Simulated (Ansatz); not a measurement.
Ca₂F:
Space group R-3m, hexagonal axes (No. 166); a = 3.604 Å, b = 3.604 Å, c = 18.261 Å, α = 90.00°, β = 90.00°, γ = 120.00°

```
atom  site  symmetry       x       y       z
----  ----  --------  ------  ------  ------
Ca      6c        3m  0.0000  0.0000  0.2495
F       3a       -3m  0.0000  0.0000  0.0000
```
(The calculation used a cell of 3 atoms; values per cell refer to that cell.)

Relaxed at zero pressure with the program Ansatz at the LDA level (PAW).

**Question.** The volume is raised by 9 % and shape and atoms relax at that volume. What pressure results, and how do the axes share the change?

**Answer.** -2.3 GPa; a 2.9 %, b 2.9 %, c 3.0 %; the energy rises by 15 meV/atom.

**Question.** Give the new structure.

**Answer.** 
Space group R-3m, hexagonal axes (No. 166); a = b = 3.708 Å, c = 18.800 Å, α = β = 90.00°, γ = 120.00°

```json
[
 {"atom": "Ca", "site": "6c", "symmetry": "3m", "x": "0.0000", "y": "0.0000", "z": "0.2500"},
 {"atom": "F", "site": "3a", "symmetry": "-3m", "x": "0.0000", "y": "0.0000", "z": "0.0000"}
]
```

The phase is kept; no other phase was compared at this pressure.

The start of the workflow was typed in or built on a structure type; neither database checked (COD, Materials Project) lists it. Whether it is the stable phase at ambient conditions was not checked. The cell was relaxed with LDA under the symmetry of its start. At this level the phase is dynamically unstable (imaginary phonons).

Potentials: the earlier of the program's two PAW sets. The files were generated under PBE; for other functionals the program regenerates the frozen cores, and for LDA and PBEsol the local potential too.
